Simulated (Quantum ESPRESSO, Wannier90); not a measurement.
Tight-binding from DFT: YTl (CsCl type)

Structure: Materials Project mp-11575, symmetrised, not relaxed again. COD (Crystallography Open Database) has an entry of this formula and space group (matched by these alone). Computed values, not measurements, from LDA: Quantum ESPRESSO (norm-conserving PseudoDojo potentials, cutoff 58 Ry, no spin polarisation, no spin-orbit coupling) on a Γ-centred 8×8×8 mesh, then Wannier90. Density: 12×12×12 mesh, cold smearing 0.01 Ry. Spin-orbit coupling is left out although heavy elements are present.

```
begin unit_cell_cart
ang
    3.7776000000    0.0000000000    0.0000000000
    0.0000000000    3.7776000000    0.0000000000
    0.0000000000    0.0000000000    3.7776000000
end unit_cell_cart
mp_grid = 8 8 8
```

Question: Which shells of neighbouring k-points and which b-vectors and weights does Wannier90 pick for this cell and mesh?

Answer: 
```
 *---------------------------------- K-MESH ----------------------------------*
 +----------------------------------------------------------------------------+
 |                    Distance to Nearest-Neighbour Shells                    |
 |                    ------------------------------------                    |
 |          Shell             Distance (Ang^-1)          Multiplicity         |
 |          -----             -----------------          ------------         |
 |             1                   0.207909                      6            |
 |             2                   0.294028                     12            |
 |             3                   0.360109                      8            |
 |             4                   0.415819                      6            |
 |             5                   0.464899                     24            |
 |             6                   0.509272                     24            |
 |             7                   0.588056                     12            |
 |             8                   0.623728                     30            |
       ... (lines left out)
 +----------------------------------------------------------------------------+
 | The b-vectors are chosen automatically                                     |
 | The following shells are used:                       1                     |
 +----------------------------------------------------------------------------+
 |                        Shell   # Nearest-Neighbours                        |
 |                        -----   --------------------                        |
 |                          1               6                                 |
 +----------------------------------------------------------------------------+
 | Completeness relation is fully satisfied [Eq. (B1), PRB 56, 12847 (1997)]  |
 +----------------------------------------------------------------------------+
 |                  b_k Vectors (Ang^-1) and Weights (Ang^2)                  |
 |                  ----------------------------------------                  |
 |            No.         b_k(x)      b_k(y)      b_k(z)        w_b           |
 |            ---        --------------------------------     --------        |
 |             1         0.000000    0.000000    0.207909    11.567038        |
 |             2         0.000000    0.207909    0.000000    11.567038        |
 |             3         0.207909    0.000000    0.000000    11.567038        |
 |             4         0.000000    0.000000   -0.207909    11.567038        |
 |             5         0.000000   -0.207909    0.000000    11.567038        |
 |             6        -0.207909    0.000000    0.000000    11.567038        |
```
